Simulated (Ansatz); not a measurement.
Property card for TiAl₅

Method: Ansatz 0.2.0, DFT PBE, scalar-relativistic, plane waves, PAW.

Cutoff 420 eV; k points 10×10×10 on the computed 6-atom cell (Γ-centred); Gaussian smearing, width 0.10 eV; no spin polarisation.

The structure is relaxed at this level of theory with its symmetry kept, and needn't be the ground state of this composition.

```xyz
6
Lattice="0.0000 3.6771 3.6771 3.6771 0.0000 3.6771 3.6771 3.6771 0.0000" Properties=species:S:1:pos:R:3 pbc="T T T"
Ti    0.0000    0.0000    0.0000
Al    5.5157    5.5157    5.5157
Al    2.7571    4.5971    4.5971
Al    2.7571    2.7571    2.7571
Al    4.5971    2.7571    4.5971
Al    4.5971    4.5971    2.7571
```

Task: Formation energy from the elements' standard states (uncorrected)?

Result: -0.081 eV/atom.

Task: Kohn–Sham band gap?

Result: none (metal).

Task: Density of states at the Fermi level?

Result: 4.5 states/eV per cell.

Task: Orbital (Löwdin) character within 0.5 eV of the Fermi level?

Result: Ti 3d 53 %, Al 3p 33 %, Al 3s 9 %.

Task: Bader charge by site (e)?

Result: Ti (1 in the cell) 1.00, Al (1 in the cell) 0.22, Al (4 in the cell) -0.31.

Another cell of TiAl5 relaxed alike, in I4/mmm, lies 14 meV/atom lower, so this cell isn't the stable form at this level.

The cell was found from a structure generator's guess, not taken from experiment. Löwdin shares on free-atom orbitals overweight diffuse shells.
